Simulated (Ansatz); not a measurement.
# Fields on a plane of InAs (zinc blende)

```xyz
2
Lattice="0.0000 3.0437 3.0437 3.0437 0.0000 3.0437 3.0437 3.0437 0.0000" Properties=species:S:1:pos:R:3 pbc="T T T"
As     4.5655     4.5655     4.5655
In     0.0000     0.0000     0.0000
```

The slice is a {100} plane (indices of the conventional cell) through the point (0.000, 0.000, 0.000) (fractional), spanned by u = [100] and v = [0 1 -1] in vectors of this cell: u (4.30 Å) and v (4.30 Å, at 90° to u). It covers one period; positions are fractions (u, v).

Atoms on it: In at (0.00, 0.00).

All values below come from PBEsol (plane waves to 420 eV, PAW, scalar-relativistic; Ansatz, a program for electronic structure). k mesh 9×9×9. Inside the PAW spheres the values are not all-electron values, and peaks at nuclei hang on which shells count as valence. At this level the bands of InAs touch or barely overlap; measurements give the solid a gap. InAs was relaxed with its symmetry unable to fall. The PAW data are Ansatz's earlier set.

```
|xxxx:=+=+*%@@@@@@@%*+=+=:xxx|
|xxx.-++=+*#%@@@@@%#*+=++-.xx|
|xx.-=+==+*##%%%%%##*+==+=-.x|
|::-=++==+***********+==++=-:|
|==+++===+++++++++++++===+++=|
|+++=======---------=======++|
|========--:::::::::--=======|
|++++++=-::.........::-=+++++|
|*****+=-:..       ..:-=+****|
|%%##*+-:..         ..:-+*##%|
|@@%#*+-:.           .:-+*#%@|
|@@@%*+-:.           .:-+*%@@|
|@@@%*+-:.           .:-+*%@@|
|@@@%*+-:.           .:-+*%@@|
|@@@%*+-:.           .:-+*%@@|
|@@@%*+-:.           .:-+*%@@|
|@@%#*+-:.           .:-+*#%@|
|%%##*+-:..         ..:-+*##%|
|*****+=-:..       ..:-=+****|
|++++++=-::.........::-=+++++|
|========--:::::::::--=======|
|+++=======---------=======++|
|==+++===+++++++++++++===+++=|
|::-=++==+***********+==++=-:|
|xx.-=+==+*##%%%%%##*+==+=-.x|
|xxx.-++=+*#%@@@@@%#*+=++-.xx|
|xxxx:=+=+*%@@@@@@@%*+=+=:xxx|
|xxxx:=+=+*%@@@@@@@%*+=+=:xxx|
```
Scale: ten equal steps from 0.01 (start of ' ') to 0.47 (end of '@'), in the order ' .:-=+*#%@'. Values: electron localisation function (ELF). The map has 28 points along u (one character each, u = 0 at the left) and 28 along v (v = 0 in the bottom row). Points within 0.5 Å of a nucleus are blanked (x), as the pseudised field means little there.

```tsv
v \ u	0.00	0.11	0.21	0.32	0.43	0.54	0.64	0.75	0.86	0.96
0.86	0.5	0.2	-0.5	-0.9	-1.1	-1.1	-1.0	-0.7	-0.1	0.5
0.71	-0.6	-0.7	-1.0	-1.3	-1.5	-1.5	-1.4	-1.1	-0.8	-0.6
0.57	-0.9	-1.0	-1.2	-1.6	-1.8	-1.8	-1.7	-1.3	-1.1	-0.9
0.43	-0.9	-1.0	-1.2	-1.6	-1.8	-1.8	-1.7	-1.3	-1.1	-0.9
0.29	-0.6	-0.7	-1.0	-1.3	-1.5	-1.5	-1.4	-1.1	-0.8	-0.6
0.14	0.5	0.2	-0.5	-0.9	-1.1	-1.1	-1.0	-0.7	-0.1	0.5
0.00	1.0	0.7	-0.2	-0.7	-0.9	-0.9	-0.8	-0.4	0.5	1.0
```

Values: log₁₀ of the valence density in e/Å³. The scale is logarithmic, as a density can span decades between atoms and voids.
